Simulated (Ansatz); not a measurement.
## YPd2P2: a fit and a missing row

YPd2P2, I4/mmm, a = 4.042 Å, c = 9.810 Å. The structure is a Materials Project entry; whether it is the stable form wasn't checked. Ansatz: PBEsol, PAW, 420 eV, Γ-centred 12×12×12 mesh on 5 atoms, Gaussian smearing 0.10 eV; no spin polarisation. Shape and atoms are relaxed at each volume; pressure is positive in compression.

```
V (Å³/atom) P (GPa)
     14.107    25.88
     14.588    17.63
     15.069    10.70
     15.550     4.88
     16.031     0.00
     16.512    -4.10
     16.993    -7.53
     17.634        ?
```

Problem. Take V0 = 16.031 Å³/atom, fit the third-order Birch–Murnaghan form to the other rows, and predict the missing pressure.

Solution. With the Eulerian strain f = ½[(V0/V)^(2/3) − 1] and y = P/[3f(1 + 2f)^(5/2)], the form is the line y = B0 + 1.5 B0 (B0′ − 4) f. Rows (f, y): 0.04449, 156.7; 0.03245, 154.8; 0.02106, 152.8; 0.01026, 150.7; -0.00976, 147.1; -0.01905, 145.2. Means f = 0.01324, y = 151.22; Σ(Δf)² = 0.002987, ΣΔfΔy = 0.5431; the slope is their ratio. y = 148.8 + 181.8 f GPa, so B0 = 148.8 GPa and B0′ = 4 + 2 × (181.8)/(3 × 148.8) = 4.81. At V = 17.634, f = -0.03078, y = 143.20 and P = -11.28 GPa. The run gave -11.24 GPa, so the fit is 0.04 GPa too low, a small miss on the scale of the series. The form still works here, 22 % of the fitted range beyond its end.